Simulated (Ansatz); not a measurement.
CsSnBr₃ (cubic perovskite, space group No. 221) under volume change, plane-wave PAW PBEsol (Ansatz code), scaled uniformly.

```tsv
V (Å³/atom)	E − E(relaxed) (meV/atom)	P (GPa)
34.648	27.1	2.70
35.791	11.7	1.67
36.933	3.0	0.80
38.075	0.0	0.06
39.217	1.8	-0.56
40.360	7.8	-1.09
41.502	17.1	-1.53
```

Problem. What does a third-order Birch–Murnaghan fit give for V₀, B₀ and B′?

Solution. V₀ = 38.18 Å³/atom, B₀ = 22.2 GPa, B′ = 4.6.

Space group Pm-3m (cubic perovskite). The PBEsol relaxation kept the symmetry of its start. Spin–orbit coupling is left out wherever it is not named.

Potentials: the later of the program's two PAW sets.
